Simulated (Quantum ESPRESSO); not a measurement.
## Calculated data, Si3Ge4C (made-up cell)

All values are calculated (Quantum ESPRESSO 7.5). Calculation on a made-up crystal cell, not a measurement: periodic Kohn-Sham density functional theory in plane waves with PseudoDojo standard norm-conserving scalar-relativistic pseudopotentials, each functional with its own files (v0.5 for PBE, v0.4.1 for LDA and PBEsol), no spin polarisation, no spin-orbit coupling, atoms not relaxed, stress positive in tension, energies less a fixed whole-eV offset for each atom's element; levels are Kohn-Sham levels at fractions of this cell's reciprocal vectors, counted from the reference band (half the neutral cell's valence electrons, rounded up) at Gamma; error bars cover cutoff and k-mesh only, not smearing or the files; added strain carries the atoms with the cell, and shear is the tensor component; each bar is the largest change over components, and at least 0.002 eV, 0.002 eV per angstrom or 0.02 GPa; energies are for the whole cell, and the offsets were chosen from early runs and are not element reference energies.

Settings shared by all entries: lattice type zincblende/diamond; functional pbe; cutoff 1116 eV; fermi dirac smearing 0.1 eV; scf tolerance 1e-07 eV; electrons removed 0; k mesh 6 x 6 x 6, shifted by half a step.

(1) 
```xyz
8
Lattice="5.3481 0.0502 -0.0242 0.0502 5.3795 0.0019 -0.0242 0.0019 5.3664" Properties=species:S:1:pos:R:3 formula=Si3Ge4C free_energy_less_offsets=2.924 smearing_term_minus_ts=-0.02628 scf_iterations=11 pressure=7.972 stress_xx=-8.991 stress_yy=-6.264 stress_zz=-8.661 stress_yz=-7.199 stress_xz=7.837 stress_xy=8.731 fermi_level=-0.1244 reference_band=36 error_bar_energy=0.002153 error_bar_stress=0.02 error_bar_force=0.01311 error_bar_next_band_up=0.002 error_bar_fermi_level=0.02918 error_bars_from=tighter_rerun_of_a_related_cell
Si    -0.0900    -0.2660     0.0651
Si     0.0917     2.6736     2.6314
Ge     2.6174    -0.0675     2.4662
Si     2.7977     2.7337     0.0094
C      1.4059     1.1704     1.2894
Ge     1.1867     4.0494     4.2393
Ge     3.8704     1.4236     4.1209
Ge     4.0084     4.0618     1.3840
```

Units: free_energy_less_offsets, smearing_term_minus_ts, fermi_level, error_bar_energy, error_bar_next_band_up, error_bar_fermi_level in eV; pressure, stress_xx, stress_yy, stress_zz, stress_yz, stress_xz, stress_xy, error_bar_stress in GPa; error_bar_force in eV/Å.

Atoms:
```
atoms element  atom site  atom energy offset (eV)
           Si          1                     -115
           Si          2                     -115
           Ge          3                    -2430
           Si          4                     -115
            C          5                     -163
           Ge          6                    -2430
           Ge          7                    -2430
           Ge          8                    -2430
```

Forces:
```
site  x (eV/Å)  y (eV/Å)  z (eV/Å)
   1   -0.7995     6.854     2.064
   2    0.9428    -2.726    0.1926
   3    -3.923     4.012      3.09
   4    -3.862   -0.5248     2.167
   5   -0.6667    0.8048  -0.01399
   6     4.043    -2.785    -4.363
   7     2.692    -2.608    -2.956
   8     1.573    -3.027   -0.1802
```

Levels:
```
level k point  next band up (eV)
        Gamma             0.1947
(1/2,1/2,1/2)            -0.3148
   (0.15,0,0)           -0.09777
   (0,0.15,0)           -0.07697
   (0,0,0.15)            -0.1046
```

(2) 
```xyz
8
Lattice="5.3481 0.0502 -0.0242 0.0502 5.3795 0.0019 -0.0242 0.0019 5.3664" Properties=species:S:1:pos:R:3 formula=Si3Ge4C free_energy_less_offsets=2.64 smearing_term_minus_ts=-0.0255 scf_iterations=10 pressure=7.477 stress_xx=-7.901 stress_yy=-7.945 stress_zz=-6.585 stress_yz=0.5469 stress_xz=1.912 stress_xy=6.961 fermi_level=0.2329 reference_band=36 error_bar_energy=0.002153 error_bar_stress=0.02 error_bar_force=0.01311 error_bar_next_band_up=0.002 error_bar_fermi_level=0.02918 error_bars_from=tighter_rerun_of_a_related_cell
Si    -0.0900    -0.2660     0.0651
Si     0.0917     2.6736     2.6314
Ge     2.6174    -0.0675     2.4662
Si     2.7977     2.7337     0.0094
Ge     1.4059     1.1704     1.2894
C      1.1867     4.0494     4.2393
Ge     3.8704     1.4236     4.1209
Ge     4.0084     4.0618     1.3840
```

Units: free_energy_less_offsets, smearing_term_minus_ts, fermi_level, error_bar_energy, error_bar_next_band_up, error_bar_fermi_level in eV; pressure, stress_xx, stress_yy, stress_zz, stress_yz, stress_xz, stress_xy, error_bar_stress in GPa; error_bar_force in eV/Å.

Atoms:
```
atoms element  atom site  atom energy offset (eV)
           Si          1                     -115
           Si          2                     -115
           Ge          3                    -2430
           Si          4                     -115
           Ge          5                    -2430
            C          6                     -163
           Ge          7                    -2430
           Ge          8                    -2430
```

Forces:
```
site  x (eV/Å)  y (eV/Å)   z (eV/Å)
   1     2.738     1.611     -3.548
   2    0.7767    0.1204      3.088
   3   -0.3815   -0.3497      7.215
   4    -4.749     2.021  -0.009195
   5    -3.102     3.423      -2.77
   6    0.4485    -1.222    -0.8476
   7      2.75    -2.565      -3.08
   8     1.519     -3.04    -0.0488
```

Levels:
```
level k point  next band up (eV)
        Gamma             0.3707
(1/2,1/2,1/2)           -0.04949
   (0.15,0,0)             0.1841
   (0,0.15,0)             0.3067
   (0,0,0.15)             0.3457
```
